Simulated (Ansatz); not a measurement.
A geometry of W away from equilibrium: step 2 of the relaxation of a relaxed W cell, doubled along one cell vector, shaken by Gaussian noise of σ = 0.08 Å a coordinate. All values below come from r2SCAN (plane waves to 500 eV, PAW, scalar-relativistic; Ansatz, a first-principles code). Γ-centred k-mesh 14×14×7 on the run's cell (coarser than for final values), Fermi–Dirac smearing 0.05 eV.

```yaml
crystal:
  lattice:
    - [-1.57778, 1.58764, 1.59072]
    - [1.58370, -1.57807, 1.58707]
    - [3.16445, 3.16505, -3.16230]
  atoms:
    - { symbol: W, position: [0.93072, 0.02835, 0.96780] }
    - { symbol: W, position: [0.00276, 0.96979, 0.48301] }
```

**Question.** Which atoms carry the largest force, and which way does it point?

**Answer.** 2.29 eV/Å, on W1, W2 (atoms numbered as listed); on W1 its components are (-0.50, 2.23, -0.19).

**Question.** What is the pressure?

**Answer.** +2.1 GPa, compression positive.

**Question.** How much energy per atom can still be gained by relaxing?

**Answer.** 0.17 eV/atom; the path ends in Im-3m (No. 229) (bcc (W type)).

No spin polarisation in the result.

The run could not lose the symmetry of its start.
